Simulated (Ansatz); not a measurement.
Al:
```cif
data_Al4
_chemical_formula_sum 'Al4'
_space_group_name_H-M_alt 'P 1'
_space_group_IT_number 1
_cell_length_a 5.90614
_cell_length_b 5.90614
_cell_length_c 5.90614
_cell_angle_alpha 93.085
_cell_angle_beta 93.085
_cell_angle_gamma 153.173
loop_
_space_group_symop_operation_xyz
  'x, y, z'
loop_
_atom_site_label
_atom_site_type_symbol
_atom_site_fract_x
_atom_site_fract_y
_atom_site_fract_z
_atom_site_occupancy
Al1 Al 0.35253 0.85253 0.20506 1
Al2 Al 0.64747 0.14747 0.79494 1
Al3 Al 0.85253 0.64747 0.50000 1
Al4 Al 0.14747 0.35253 0.50000 1
```

Relaxed with PBEsol.

### Question
Which orbitals make up the states near the Fermi level in PBEsol (plane waves, PAW; program Ansatz)?

### Answer
Within 0.5 eV of the Fermi level: Al 3p 69 %, Al 3s 28 %. Projections are on Löwdin-orthogonalised atomic valence shells; empty p or d shells of many metals are not among them.

### Question
Tabulate the density of states.

### Answer
States/eV per cell of 4 atoms, in 0.25 eV bins, energy from the Fermi level.

```csv
E (eV),total,Al 3p,Al 3s
-7.85,0.76,0.40,0.36
-7.60,1.10,0.56,0.52
-7.35,1.09,0.59,0.49
-7.10,1.09,0.61,0.47
-6.85,1.09,0.63,0.45
-6.60,1.10,0.65,0.44
-6.35,1.11,0.67,0.43
-6.10,1.10,0.68,0.41
-5.85,1.10,0.69,0.40
-5.60,1.13,0.71,0.41
-5.35,1.23,0.77,0.44
-5.10,1.29,0.83,0.45
-4.85,1.07,0.69,0.37
-4.60,1.11,0.73,0.37
-4.35,1.37,0.94,0.42
-4.10,1.18,0.81,0.36
-3.85,1.14,0.80,0.32
-3.60,1.20,0.87,0.31
-3.35,1.46,1.12,0.31
-3.10,1.70,1.37,0.30
-2.85,1.79,1.52,0.25
-2.60,1.86,1.62,0.21
-2.35,1.53,1.36,0.15
-2.10,1.13,1.01,0.11
-1.85,1.30,1.14,0.14
-1.60,1.89,1.34,0.51
-1.35,1.94,1.34,0.55
-1.10,2.01,1.49,0.48
-0.85,1.91,1.38,0.48
-0.60,1.70,1.19,0.47
-0.35,1.77,1.23,0.48
-0.10,1.39,0.95,0.39
0.15,1.45,0.99,0.40
0.40,1.32,0.90,0.36
0.65,1.79,1.20,0.49
0.90,1.97,1.27,0.57
1.15,2.40,1.52,0.70
1.40,2.28,1.51,0.59
1.65,2.10,1.40,0.52
1.90,1.86,1.27,0.41
2.15,1.89,1.27,0.40
2.40,2.06,1.36,0.44
2.65,2.10,1.40,0.41
2.90,2.07,1.36,0.43
3.15,2.25,1.36,0.54
3.40,2.06,1.20,0.48
3.65,2.17,1.20,0.53
3.90,2.40,1.30,0.55
4.15,2.45,1.34,0.56
4.40,2.41,1.35,0.50
4.65,2.39,1.31,0.45
```

Space group I4/mcm. The start of the workflow was typed in or built on a structure type; neither database checked (COD, Materials Project) lists it. It is not the phase usual at ambient conditions (space group No. 225). The PBEsol relaxation kept the symmetry of its start; of distortions, only those at the zone centre were tested.

Potentials: the later of the program's two PAW sets.
